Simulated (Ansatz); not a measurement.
Input:

Ti2InN:
```cif
data_In2N2Ti4
_chemical_formula_sum 'Ti4 In2 N2'
_space_group_name_H-M_alt 'P63/mmc'
_space_group_IT_number 194
_space_group_name_Hall '-P 6c 2c'
_cell_length_a 3.05336
_cell_length_b 3.05336
_cell_length_c 13.88587
_cell_angle_alpha 90.000
_cell_angle_beta 90.000
_cell_angle_gamma 120.000
loop_
_atom_site_label
_atom_site_type_symbol
_atom_site_symmetry_multiplicity
_atom_site_Wyckoff_symbol
_atom_site_fract_x
_atom_site_fract_y
_atom_site_fract_z
_atom_site_occupancy
Ti1 Ti 4 f 0.66667 0.33333 0.07917 1
In1 In 2 c 0.33333 0.66667 0.25000 1
N1 N 2 a 0.00000 0.00000 0.00000 1
```

This is the PBEsol-relaxed structure.

Task: All from PBEsol (plane waves, PAW; program Ansatz), unless another level is named. Give the highest zone-centre frequency.

Result: 74.1 meV.

Task: Give the Debye temperature from the elastic constants.

Result: 512 K.

Space group P6_3/mmc. The workflow started from a Materials Project entry (that database holds measured and hypothetical structures alike); the Crystallography Open Database copy checked does not list it. Whether it is the stable phase at ambient conditions was not checked. The PBEsol relaxation kept the symmetry of its start; whether a distortion lowers the energy is not shown. No spin polarisation was allowed. As this level gives no gap, shear constants depend on the k-mesh and smearing (Fermi–Dirac, 0.1 eV here). On the denser mesh and wider smearing of the elastic run this cell carries a stress of 0.4 GPa.

Potentials: the later of the program's two PAW sets.
